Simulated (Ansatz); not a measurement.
MgO:
```xyz
4
Lattice="3.0186 0.0000 0.0000 0.0000 3.0186 0.0000 0.0000 0.0000 5.4296" Properties=species:S:1:pos:R:3 pbc="T T T"
Mg     0.0000     1.5093     0.0000
Mg     1.5093     0.0000     2.7148
O      0.0000     0.0000     1.3574
O      0.0000     0.0000     4.0722
```

This is the PBE-relaxed structure.

**Question.** All from PBE (plane waves, PAW; program Ansatz), unless another level is named. Estimate the highest zone-centre frequency (without LO–TO term).

**Answer.** 617 cm^-1.

**Question.** And the bulk modulus (Birch–Murnaghan fit)?

**Answer.** 102 GPa.

Space group P4_2/mmc. A made-up cell: these elements were put on the sites of a structure type; neither database checked (COD, Materials Project) lists it. It is not the phase usual at ambient conditions (space group No. 225). Symmetry was held in the PBE relaxation. At this level the phase is dynamically unstable (imaginary phonons).

Potentials: the later of the program's two PAW sets.
